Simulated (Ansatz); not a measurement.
Relaxed-ion elastic tensor of La2O3 (La2O3 or Ni2Al3 type, space group No. 164) in GPa (Voigt order), plane-wave PAW PBE (Ansatz code); density 6.50 g/cm³, 16.64 Å³ per atom.

```
      1      2     3      4     5     6
-  ----  -----  ----  -----  ----  ----
1   196    118  77.5   32.4   0.0   0.0
2   118    196  77.5  -32.4   0.0   0.0
3  77.5   77.5   129    0.0   0.0   0.0
4  32.4  -32.4   0.0   55.8   0.0   0.0
5   0.0    0.0   0.0    0.0  55.8  32.4
6   0.0    0.0   0.0    0.0  32.4  39.3
```

Question: Is the crystal mechanically stable?

Answer: Yes: the smallest eigenvalue of C is 14.1 GPa.

Question: Work out the Voigt, Reuss and Hill averages.

Answer: K_V = 119, K_R = 109, K_H = 114; G_V = 46.8, G_R = 26.1, G_H = 36.5 GPa.

Question: Give Young's modulus, Poisson's ratio, Pugh's ratio and the universal anisotropy index.

Answer: E = 9KG/(3K + G) = 98.8 GPa; ν = 0.36; K/G = 3.12 (ductile by the Pugh limit of 1.75); A_U = 5G_V/G_R + K_V/K_R − 6 = 4.04.

Question: Estimate the sound speeds and the Debye temperature.

Answer: v_l = √((K + 4G/3)/ρ) = 5000 m/s, v_t = √(G/ρ) = 2370 m/s, mean 2660 m/s; Θ = (h/k)(3n/4πV)^(1/3) v_m = 311 K.

Question: Solve the Christoffel equation for the three sound speeds along x, y, z.

Answer: Eigenvalues of C_ijkl n_j n_l equal ρv². In km/s, slowest first: x 1.47, 3.53, 5.50; y 2.46, 2.74, 5.59; z 2.93, 2.93, 4.45.

Question: How much does each axis shrink under pressure?

Answer: Linear compressibilities β_i = Σ_j S_ij (j = 1 to 3): x 1.8, y 1.8, z 5.6 per TPa.

Space group P-3m1 (La2O3 or Ni2Al3 type). The PBE relaxation kept the symmetry of its start; phonons on a q-mesh show no instability. Spin–orbit coupling is left out wherever it is not named.

Potentials: the later of the program's two PAW sets.
